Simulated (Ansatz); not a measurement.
Hf4NbGe4 in space group Pnma (No. 62; Pearson symbol oP36), PBE (plane waves, PAW; program Ansatz), all energies at zero smearing, with the estimated change up to a 700 eV cutoff added, with one set of potentials and settings (totals compare only within such a set). Cell of 36 atoms (16 Hf, 4 Nb, 16 Ge): -338495.841 eV.

| element | reference phase | E (eV/atom) |
|---|---|---|
| Hf | P6_3/mmc, 2 atoms in the cell | -15721.3637 |
| Nb | Im-3m, 1 atoms in the cell | -4552.2836 |
| Ge | Fd-3m, 2 atoms in the cell | -4294.9847 |

Formation energy per atom, worked out: (-338495.841 − 16×(-15721.3637) − 4×(-4552.2836) − 16×(-4294.9847))/36 = -0.698 eV/atom (-67 kJ per mol of atoms), at 0 K, without zero-point energy or fitted corrections.

The workflow started from a Materials Project entry (that database holds measured and hypothetical structures alike); the Crystallography Open Database copy checked does not list it. Its standing as an ambient phase is unchecked. The cell was relaxed with PBE under the symmetry of its start; its stability against distortions is not shown here. The run is not spin-polarised. The references are the lowest solids computed at this level, not always the standard phases. Spin–orbit coupling is left out wherever it is not named.

Potentials: the later of the program's two PAW sets.
